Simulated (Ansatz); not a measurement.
# B3H5: B-11 nuclear quadrupole resonance

Cell: a Materials Project structure (computed, not necessarily an observed phase).

```cif
data_B3H5
_symmetry_space_group_name_H-M 'Cmc2_1'
_symmetry_Int_Tables_number 36
_cell_length_a 7.6556
_cell_length_b 9.3482
_cell_length_c 8.5967
_cell_angle_alpha 90.000
_cell_angle_beta 90.000
_cell_angle_gamma 90.000
loop_
_atom_site_label
_atom_site_type_symbol
_atom_site_symmetry_multiplicity
_atom_site_Wyckoff_symbol
_atom_site_fract_x
_atom_site_fract_y
_atom_site_fract_z
B1 B 4 a 0.5000 0.8020 0.8669
B3 B 8 b 0.6840 0.7077 0.7910
B7 B 8 b 0.1070 0.0699 0.6753
B11 B 4 a 0.5000 0.7412 0.6752
H13 H 8 b 0.1748 0.0667 0.8175
H17 H 8 b 0.6242 0.7329 0.9387
H21 H 4 a 0.5000 0.9214 0.9126
H23 H 8 b 0.3275 0.2549 0.7929
H25 H 4 a 0.5000 0.1784 0.0685
H27 H 8 b 0.2109 0.9765 0.0861
```

One atom of each set is listed; the run and its k-mesh use a cell of 32 atoms with edges of 6.04, 6.04, 8.60 Å.

Method: Kohn–Sham DFT in Ansatz, PBE, plane waves and PAW, scalar-relativistic, 420 eV cutoff, Γ-centred 6×6×4 k-points, Fermi–Dirac smearing 0.05 eV.

B-11: I = 3/2, Q = 40.59 mb (year-2017 value). Static lattice, zero field.

Q: At which frequencies do the B-11 NQR lines lie?

A: For I = 3/2 there is one line, ν = (|C_Q|/2)(1 + η²/3)^½.

| site | atoms | V_zz (10²¹ V/m²) | C_Q (MHz) | η | line frequencies (MHz) |
| --- | --- | --- | --- | --- | --- |
| B1 | 2 | -1.77 | -1.73 | 0.38 | 0.886 |
| B3 | 4 | -2.16 | -2.12 | 0.18 | 1.07 |
| B7 | 4 | 2.36 | 2.32 | 0.91 | 1.31 |
| B11 | 2 | -0.98 | -0.966 | 0.04 | 0.483 |

Q: And for ¹⁰B (I = 3, Q = 84.59 mb) on B7?

A: C_Q scales with Q to 4.84 MHz, with lines at 0.0186, 0.0307, 0.262, 0.338, 0.600, 0.861, 0.892, 0.980, 0.999, 1.20, 1.23, 1.24, 1.26 MHz.

At B11 V_zz points along its shortest bond, to H (within 3°).
